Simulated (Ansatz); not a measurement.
The cell comes from COD entry 1524980, which wasn't checked; take it as a given geometry. The listed cell was then made from it by scaling, straining or moving an atom.

An input for Hf2Cu: DFT, PBEsol, all-electron LAPW, scalar-relativistic (Ansatz 0.2.0).

Command: `ansatz run input.yaml --threads 1 --pin off --max-ram 4096MiB --backend cpu --events-out ev --progress --plain --runs-dir out` The run took 6.3 min on 1 thread of Arm Neoverse V1 (shared host), peak memory 2 GiB.

```yaml
crystal:
  lattice:
    - [-1.6056043652, 1.6056043652, 5.6399037953]
    - [1.6056043652, -1.6056043652, 5.6399037953]
    - [1.6056043652, 1.6056043652, -5.6399037953]
  atoms:
    - { symbol: Hf, position: [0.34, 0.34, 0.0] }
    - { symbol: Hf, position: [0.66, 0.66, 0.0] }
    - { symbol: Cu, position: [0.0, 0.0, 0.0] }
kpoints:
  mp_grid: { grid: [16, 16, 16] }
  band_path:
    path:
      - [0.0, 0.0, 0.0]
      - [0.0, 0.0, 0.5]
      - [0.25, 0.25, 0.25]
      - [0.0, 0.5, 0.0]
      - [0.0, 0.0, 0.0]
      - [0.5, 0.5, -0.5]
      - [0.2702615981, 0.7297384019, -0.2702615981]
      - [-0.2702615981, 0.2702615981, 0.2702615981]
      - [0.0, 0.0, 0.0]
    npoints: 5
scf:
  occupations: { method: fermi_dirac, width: 0.03 }
hamiltonian:
  xc: pbesol
  pseudopotentials: { kind: all_electron, lapw: { basis_error: 0.001 } }
output:
  forces: true
  stress: true
  eigenvalues: true
```

The results part of the log:

```
SCF 1 converged in 15 iterations: F = -865252.112640 eV  dr2 = 3.24e-9
NSCF: frozen V_eff on 41 k-points
SCF converged after 15 iterations
Free energy (F): -865252.112640 eV
Harris-Foulkes:  -865252.112640 eV  (|F-HF|=3.89e-8)
Internal energy: -865252.108270 eV  (E = F + TS)
E sigma→0 (E₀):  -865252.110455 eV
Entropy (-TS):   -0.004370 eV (-1.457 meV/atom)
Fermi energy:    18.682415 eV
--- Per-component energies (eV) ---
  E_band       = -3969.008545
  E_kinetic    = 958363.776822
  E_xc         = -18382.886533
  E_electrostatic = -1805232.998559  (all electrons and nuclei)
  E_smearing   = -0.004370  (= −TS)
  E_closure    = 0.000000  (closes the sum)
  E_atoms      = -865231.635610  (free atoms, spherical and without spin; not in F)
  Σ components = -865252.112640   (vs F -865252.112640, Δ=0.00e0)
  Basis errors (estimates in eV, not in F): energy 2.4e-4 per atom: plane waves 2.1e-4 (1.1e-4 summed), levels above the bands 4.7e-113, relativity 2.7e-8, radial functions 3.0e-5, core shells 6.4e-7; eigenvalues (radial functions only) 1.1e-6; not estimated: angular momenta, meshes, grids; target (lapw.basis_error) 1.0e-3; muffin-tin radii Cu 1.400 Å, Hf 1.501 Å
--- Forces (eV/Å), atoms counted from 1 ---
  atom   1  Hf    -0.00000000     0.00000000     0.54114534
  atom   2  Hf     0.00000000     0.00000000    -0.54114534
  atom   3  Cu    -0.00000000    -0.00000000     0.00000000
  max |Σ_I F_I| component: 6.94e-18 eV/Å
--- Stress (GPa, compression-positive) ---
       -7.559456       0.000000      -0.000000
        0.000000      -7.559456       0.000000
       -0.000000       0.000000      -6.861592
  P = ⅓ Tr σ = -7.3268 GPa (-73.268 kbar)
--- Band table (eV; the first three rows and the last of 349) ---
  k-point 0: bands = ["-182.4925", "-182.4924", "-182.4855", "-182.4855", "-182.4825", "-182.4825", "-182.4785", "-182.4785", "-182.4785", "-182.4785", "-93.9582", "-51.4928", "-51.4928", "-51.4315", "-43.2358", "-43.1673", "-12.1438", "-11.7968", "-11.7968", "-11.6220", "-11.5623", "-11.5623", "6.7929", "6.8046", "6.8046", "6.8062", "6.8184", "6.8224", "6.8241", "6.8241", "6.8422", "6.8455", "6.8455", "6.8591", "6.8591", "6.8639", "10.9354", "14.9163", "14.9781", "15.0407", "15.6605", "15.6605", "15.8053", "16.9291", "17.5802", "19.4393", "20.8641", "20.8641", "21.6658", "21.8123", "22.0203", "22.0203", "22.6516", "24.2324", "30.5793"]
  k-point 1: bands = ["-182.4925", "-182.4924", "-182.4855", "-182.4855", "-182.4825", "-182.4825", "-182.4785", "-182.4785", "-182.4785", "-182.4785", "-93.9582", "-51.4929", "-51.4929", "-51.4314", "-43.2333", "-43.1673", "-12.1391", "-11.8201", "-11.8123", "-11.6063", "-11.5816", "-11.5728", "6.7946", "6.8030", "6.8053", "6.8069", "6.8204", "6.8220", "6.8235", "6.8238", "6.8431", "6.8446", "6.8453", "6.8574", "6.8579", "6.8636", "11.0947", "14.9661", "15.0619", "15.0778", "15.6318", "15.7102", "15.7825", "17.0354", "17.5216", "19.4351", "20.5149", "20.7884", "21.0436", "22.0258", "22.0680", "22.2490", "23.2358", "24.0777", "29.5734"]
  k-point 2: bands = ["-182.4925", "-182.4924", "-182.4855", "-182.4855", "-182.4825", "-182.4825", "-182.4785", "-182.4785", "-182.4785", "-182.4785", "-93.9581", "-51.4932", "-51.4932", "-51.4314", "-43.2259", "-43.1672", "-12.1270", "-11.8668", "-11.8565", "-11.6340", "-11.6025", "-11.5810", "6.7993", "6.8014", "6.8071", "6.8074", "6.8204", "6.8215", "6.8230", "6.8244", "6.8436", "6.8449", "6.8452", "6.8528", "6.8548", "6.8621", "11.5564", "15.1020", "15.1260", "15.2576", "15.5656", "15.7109", "15.9507", "17.3113", "17.3570", "19.3968", "20.0551", "20.4658", "20.6165", "21.5989", "22.0738", "22.6467", "23.9763", "24.3301", "28.1028"]
  k-point 348: bands = ["-182.4925", "-182.4924", "-182.4855", "-182.4855", "-182.4825", "-182.4825", "-182.4785", "-182.4785", "-182.4785", "-182.4785", "-93.9582", "-51.4928", "-51.4928", "-51.4315", "-43.2340", "-43.1691", "-12.0821", "-11.8008", "-11.8008", "-11.6892", "-11.5581", "-11.5581", "6.7898", "6.8057", "6.8057", "6.8079", "6.8161", "6.8239", "6.8239", "6.8265", "6.8416", "6.8416", "6.8459", "6.8621", "6.8625", "6.8625", "12.3394", "12.6521", "14.7974", "14.9059", "15.6619", "15.6619", "15.8092", "17.2548", "17.7309", "19.2885", "20.1175", "20.1175", "22.2054", "22.6084", "23.8227", "23.9564", "23.9564", "24.2697", "26.5620"]
```
